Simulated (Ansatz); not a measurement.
Input and command of a plane-wave DFT calculation in Ansatz:

```yaml
crystal:
  lattice:
    - [0.0, 2.192684, 2.192684]
    - [2.11045835, 0.0, 2.192684]
    - [2.11045835, 2.192684, 0.0]
  atoms:
    - { symbol: W, position: [0.0, 0.0, 0.0] }
    - { symbol: C, position: [0.5, 0.5, 0.5] }
basis:
  ecutwfc: 500
kpoints:
  mp_grid: { grid: [18, 18, 18] }
hamiltonian:
  xc: r2scan
scf:
  occupations: { method: gaussian, width: 0.15 }
output:
  forces: true
  stress: true
  eigenvalues: true
```

```bash
ansatz run input.yaml --threads 1 --pin off --max-ram 2560MiB --backend cpu --events-out ev --progress --plain --runs-dir out
```

Processor: Intel(R) Xeon(R) Processor @ 2.70GHz, 1 thread, on a host shared with other jobs.

Problem. Estimate time, memory and problem size.

Solution. About 18 s on 1 thread of Intel(R) Xeon(R) Processor @ 2.70GHz, with other jobs on the host, peak memory 0.54 GiB. It solves 13 bands at 480 k points (the mesh reduced by symmetry) with about 531 plane waves, in 7 SCF iterations.
